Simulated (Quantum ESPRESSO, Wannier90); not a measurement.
**Wannierisation of Sn (Immm)**

```
CELL_PARAMETERS angstrom
     -1.72654     1.77554     2.33834
      1.72654    -1.77554     2.33834
      1.72654     1.77554    -2.33834
ATOMIC_POSITIONS crystal
  Sn 0.00000 0.00000 0.00000
```

Structure: Materials Project mp-623511, symmetrised, not relaxed again. Not found in the COD (Crystallography Open Database) copy used, which has the formula in other groups; not checked further. Computed values, not measurements, from PBEsol: Quantum ESPRESSO (norm-conserving PseudoDojo potentials, cutoff 58 Ry, no spin polarisation, no spin-orbit coupling) on a Γ-centred 12×12×12 mesh, then Wannier90. Density: 16×16×16 mesh, cold smearing 0.01 Ry. Spin-orbit coupling is left out although heavy elements are present.

Energies are relative to the Fermi level.

**Bands.** No gap over 0.05 eV opens at the Fermi level at this level of theory. 1 filled group is cut off by gaps; the highest, bands 1–5, spans -21.55 to -21.32 eV and is Sn 4d 100 %.

**Model.** 4 functions (Sn sp) from bands 6-15, frozen to 1.50 eV, reach Ω_I = 7.02 Å² and follow pw.x to 11 meV rms (states up to 1.0 eV relative to the Fermi level).

**Frozen window.** Edge, Ω_I and misfit go -1.5 eV, 5.60 Å², 224 meV; 0.5 eV, 6.36 Å², 31 meV; 1.5 eV, 7.02 Å², 11 meV. Ω_I never falls as the edge rises, since each frozen state takes freedom from the choice of the smoothest subspace. The edges under the compared range leave its upper states unfrozen, and their misfit is the largest.

**No window.** Without a frozen window Ω_I drops to 5.01 Å² while the misfit grows to 692 meV: a small spread is no proof of good bands.

**Outer window.** The setting "only the lowest 7 of the kept bands" raises Ω_I to 7.46 Å², as fewer states are left to mix in, and the misfit goes to 8.4 meV.

**Stops.** With the frozen window to 5.27 eV the program stops (More states in the frozen window than target WFs).
